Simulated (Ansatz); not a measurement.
**Sc$_{3}$TlB: pressure against volume**

Sc$_{3}$TlB, Pm-3m, a = 4.632 Å. The structure is a COD entry; whether it is the stable form wasn't checked. Ansatz: PBEsol, PAW, 420 eV, Γ-centred 8×8×8 mesh on 5 atoms, Gaussian smearing 0.10 eV; no spin polarisation. Symmetry fixes shape and atoms, so the cell is only scaled; pressure is positive in compression.

```tsv
V (Å³/atom)	P (GPa)
18.685	?
19.281	2.69
19.877	0.02
20.473	-2.29
21.070	-4.28
```

Problem. Take V0 = 19.877 Å³/atom, count pressures from its P0 = 0.02 GPa, fit the third-order Birch–Murnaghan form to the other rows, and predict the missing pressure.

Solution. With the Eulerian strain f = ½[(V0/V)^(2/3) − 1] and y = (P − P0)/[3f(1 + 2f)^(5/2)], the form is the line y = B0 + 1.5 B0 (B0′ − 4) f. Rows (f, y): 0.01025, 82.5; -0.00975, 83.0; -0.01906, 82.9. Means f = -0.006187, y = 82.800; Σ(Δf)² = 0.0004486, ΣΔfΔy = -0.006931; the slope is their ratio. y = 82.70 − 15.45 f GPa, so B0 = 82.7 GPa and B0′ = 4 + 2 × (-15.45)/(3 × 82.70) = 3.88. At V = 18.685, f = 0.02104, y = 82.37 and P = 5.78 GPa. The run gave 5.75 GPa, so the fit is 0.03 GPa too high, a small miss on the scale of the series. The form still works here, 33 % of the fitted range beyond its end.

Spin–orbit coupling is left out, which can shift energies with elements as heavy as these.

Cost: 5 runs of about 1.1 core-minutes in all, on Arm Neoverse V1 (shared hosts).